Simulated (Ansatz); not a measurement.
## One run on NaVS2 (R-3m): field of 200 T on the spins

Level of theory: DFT, LDA, all-electron LAPW, scalar-relativistic (Ansatz 0.2.0).

Command: `ansatz run input.yaml --threads 2 --pin off --max-ram 6144MiB --backend cpu --events-out ev --progress --plain --runs-dir out`

```yaml
crystal:
  lattice:
    - [1.7993010104, 1.0388269227, 6.4610546979]
    - [-1.7993010104, 1.0388269227, 6.4610546979]
    - [0.0, -2.0776538454, 6.4610546979]
  atoms:
    - { symbol: Na, position: [0.5, 0.5, 0.5] }
    - { symbol: V, position: [0.0, 0.0, 0.0], spin: 1.7 }
    - { symbol: S, position: [0.26437887, 0.26437887, 0.26437887] }
    - { symbol: S, position: [0.73562113, 0.73562113, 0.73562113] }
magnetization:
  spin_polarized: true
  magnetic_field: 200
kpoints:
  mp_grid: { grid: [11, 11, 11] }
scf:
  occupations: { method: fermi_dirac, width: 0.03 }
  convergence: { dr2_threshold: 1.0e-10 }
  lower_state_search: "off"
hamiltonian:
  xc: lda
  pseudopotentials: { kind: all_electron, lapw: { basis_error: 0.001 } }
output:
  forces: true
  stress: true
  eigenvalues: false
```

Output:

```
settings of this run that can trade accuracy for cost: output.eigenvalues: false. Do not mix this run's numbers with those of runs without the same settings; the input reference describes each key
LAPW: plane waves up to 7.917 Å⁻¹, error target 1.0e-3 eV per atom; small_component_spin mean_spin; Na in spheres of 1.355 Å, 9 of its electrons in bands, Dirac shells []; S in spheres of 1.115 Å, 14 of its electrons in bands, Dirac shells []; V in spheres of 1.355 Å, 13 of its electrons in bands, Dirac shells [] (how accurate: hamiltonian.pseudopotentials.lapw.basis_error, Limitations)
Engine: ansatz 0.2.0
Pseudopotentials: kind: all_electron
Pseudopotential: Na, LAPW, valence charge 9, lapw/all_electron/scalar/gaussian/Na, Koelling and Harmon's equation, gaussian nucleus
Pseudopotential: V, LAPW, valence charge 13, lapw/all_electron/scalar/gaussian/V, Koelling and Harmon's equation, gaussian nucleus
Pseudopotential: S, LAPW, valence charge 14, lapw/all_electron/scalar/gaussian/S, Koelling and Harmon's equation, gaussian nucleus
Functional definition: SPW92
  exchange = slater_x
  correlation = pw_c
Crystal: 4 atoms, lattice volume = 72.461 Å³
Basis set: ecut = 238.78365234085533 eV, 611 PW (Γ), FFT grids on a1−a3, a2−a3, a3, exchange–correlation at level 2
Bands: 32, of which v1, the nominal top of the filled ones, is band 25 counted from 1 (24 counted from 0)
Symmetry: 12 space group operations
Space group: R-3m (ITA 166), of the structure as read, at distance tolerance 4.2e-5 Å
Magnetic group: BNS 166.97 (UNI 1327), of the structure as read, at distance tolerance 4.2e-5 Å
k-points: 146 of 1331
Non-local potential: Na, projectors of the file, none
Non-local potential: V, projectors of the file, none
Non-local potential: S, projectors of the file, none
Initial density: superposition of atomic densities (chi_scale 0.1, normalization cell, long waves kept (reshape's long-wave potential 0.23 eV rms))
Starting moments: Σ|m| = 1.7 μB on 1 of 4 sites
Magnetic field: 200 T along the axis of the moments, on the spin alone (11.5768 meV per μB along it)
Initial wavefunctions: plane waves of lowest kinetic energy (no species holds an atomic orbital)
Functional: x = slater, c = lda
iter 1 solved again at ethr=2.46e-3 eV; its pass at ethr=1.00e-1 eV (dr2=1.23e0 eV) is discarded
SCF iter   1: F=—  HF=-51845.446051 eV  |F-HF|=—  |Δ(HF+E_count)|=         —  Δρ=1.76e-2 (↑1.40e-2 ↓1.76e-2)  dr2=1.23e0  dr2_m=1.04e-2  M=1.869 μB ∫|m|=1.947 μB  β_m=1.00  ethr=2.46e-3  ⟨swp⟩=2.0  Hψ=65379  notcnv=0
preconditioner: auto → Kerker (q_TF=auto, 2.565 Å⁻¹)  [metal: Δε(μ)=0.007 eV  Ē_g=8.871 eV  σ=0.030 eV  W_gap=0.05  n_scr=22 (ndim 8)  ℏωp=18.5 eV  f_vac=0.000  D(μ)=5.94/eV (n_scr^D=66)]
spin=Collinear: Kerker preconditioning applied to the charge; magnetization (m = ρ↑ − ρ↓) channel mixes plain (no charge-response kernel on spin).
SCF iter   2: F=—  HF=-51845.334555 eV  |F-HF|=—  |Δ(HF+E_count)|=   1.11e-1  Δρ=1.12e-2 (↑1.12e-2 ↓9.79e-3)  dr2=1.01e0  dr2_m=9.54e-3  M=2.000 μB ∫|m|=2.159 μB  β_m=1.00  ethr=2.46e-3  ⟨swp⟩=2.1  Hψ=27471  notcnv=0
[...]
the basis was enlarged: its passes take 545.0 KiB over the memory plan, 2 of 2 planned eigensolver slots
[...]
SCF iter  16: F=—  HF=-51845.065045 eV  |F-HF|=—  |Δ(HF+E_count)|=   2.43e-9  Δρ=3.28e-6 (↑3.28e-6 ↓3.24e-6)  dr2=6.16e-8  dr2_m=8.31e-11  M=2.000 μB ∫|m|=2.185 μB  β_m=0.78  ethr=9.63e-10  ⟨swp⟩=2.0  Hψ=25545  notcnv=0
SCF iter  17: F=—  HF=-51845.065045 eV  |F-HF|=—  |Δ(HF+E_count)|=   1.17e-8  Δρ=1.17e-6 (↑1.17e-6 ↓1.16e-6)  dr2=7.66e-9  dr2_m=4.70e-11  M=2.000 μB ∫|m|=2.185 μB  β_m=0.85  ethr=1.23e-10  ⟨swp⟩=2.0  Hψ=25545  notcnv=0
SCF iter  18: F=—  HF=-51845.065045 eV  |F-HF|=—  |Δ(HF+E_count)|=  9.46e-11  Δρ=3.10e-7 (↑2.87e-7 ↓3.10e-7)  dr2=5.82e-10  dr2_m=2.67e-12  M=2.000 μB ∫|m|=2.185 μB  β_m=0.78  ethr=1.53e-11  ⟨swp⟩=2.0  Hψ=25545  notcnv=0
SCF iter  19: F=—  HF=-51845.065045 eV  |F-HF|=—  |Δ(HF+E_count)|=   1.11e-9  Δρ=2.23e-7 (↑2.23e-7 ↓1.84e-7)  dr2=3.22e-10  dr2_m=9.03e-13  M=2.000 μB ∫|m|=2.185 μB  β_m=0.81  ethr=3.88e-12 (applied; sched 1.16e-12)  ⟨swp⟩=2.0  Hψ=25545  notcnv=0
SCF iter  20: F=—  HF=-51845.065045 eV  |F-HF|=—  |Δ(HF+E_count)|=  4.07e-10  Δρ=1.30e-7 (↑1.30e-7 ↓9.69e-8)  dr2=1.81e-10  dr2_m=4.39e-13  M=2.000 μB ∫|m|=2.185 μB  β_m=0.75  ethr=3.88e-12 (applied; sched 1.00e-12)  ⟨swp⟩=2.0  Hψ=25545  notcnv=0
SCF iter  21: F=-51845.065045 eV  HF=-51845.065045 eV  |F-HF|=2.91e-11  |Δ(HF+E_count)|=  1.96e-10  Δρ=4.62e-8 (↑4.62e-8 ↓3.96e-8)  dr2=2.61e-11  dr2_m=3.53e-14  M=2.000 μB ∫|m|=2.185 μB  ethr=3.88e-12 (applied; sched 1.00e-12)  ⟨swp⟩=2.0  Hψ=25545  notcnv=0
SCF 1 converged in 21 iterations: F = -51845.065045 eV  dr2 = 2.61e-11
SCF converged after 21 iterations
Magnetization: 2.0000 μB (26.0000 up, 24.0000 down)
Absolute magnetization: 2.1854 μB (∫|ρ↑−ρ↓|)
Spin contamination: 0.0310 ħ² per cell (⟨S²⟩ above its minimum at these occupations)
Per-site moments (μB) at R_I (Å): [(0.0005499378317761483, 1.3550865414256301), (1.8924573209143514, 1.3550865414256301), (-0.030054597963395935, 1.1153438662698927), (-0.030054597963395935, 1.1153438662698927)]
Free energy (F): -51845.065045 eV
Harris-Foulkes:  -51845.065045 eV  (|F-HF|=2.91e-11)
Internal energy: -51845.047703 eV  (E = F + TS)
E sigma→0 (E₀):  -51845.056374 eV
Entropy (-TS):   -0.017342 eV (-4.336 meV/atom)
Fermi energy:    8.230316 eV
--- Per-component energies (eV) ---
  E_band       = -2903.083016
  E_kinetic    = 52170.723955
  E_xc         = -2883.910617
  E_zeeman     = -0.023153  (= −μ_B·B·M)
  E_electrostatic = -101131.837889  (all electrons and nuclei)
  E_smearing   = -0.017342  (= −TS)
  E_closure    = 0.000000  (closes the sum)
  E_atoms      = -51820.765504  (free atoms, spherical and without spin; not in F)
  Σ components = -51845.065045   (vs F -51845.065045, Δ=0.00e0)
  Basis errors (estimates in eV, not in F): energy 3.4e-4 per atom: plane waves 2.9e-4 (1.7e-4 summed), levels above the bands 8.8e-85, relativity 2.3e-9, radial functions 4.7e-5, core shells 3.2e-8; eigenvalues (radial functions only) 3.7e-6; not estimated: angular momenta, meshes, grids; target (lapw.basis_error) 1.0e-3; muffin-tin radii Na 1.355 Å, S 1.115 Å, V 1.355 Å
--- Forces (eV/Å), atoms counted from 1 ---
  atom   1  Na     0.00000000    -0.00000000    -0.00000000
  atom   2  V     -0.00000000     0.00000000     0.00000000
  atom   3  S      0.00000000     0.00000000     0.54821976
  atom   4  S     -0.00000000    -0.00000000    -0.54821976
  max |Σ_I F_I| component: 2.31e-18 eV/Å
--- Stress (GPa, compression-positive) ---
       -6.741399       0.000000      -0.000000
        0.000000      -6.741399       0.000000
       -0.000000       0.000000      -5.320179
  P = ⅓ Tr σ = -6.2677 GPa (-62.677 kbar)
settings of this run that can trade accuracy for cost: output.eigenvalues: false. Do not mix this run's numbers with those of runs without the same settings; the input reference describes each key
```

Site moments (μB): Na1 0.00, V2 1.89, S3 -0.03, S4 -0.03. Cell moment 2.00 μB.

The magnetic group in the log treats spin as a scalar label, without spin–orbit coupling.

The Ansatz runs typed with the search for lower states off end where their start leads. None of this fixes the real material's magnetic order: only patterns that fit the cell were computed, at zero temperature, with a functional that can overstate moments.

It took 110 s on 2 threads of Intel(R) Xeon(R) Platinum 8175M CPU @ 2.50GHz (Skylake/Cascade Lake), with other jobs on the host, peak memory 1.2 GiB.
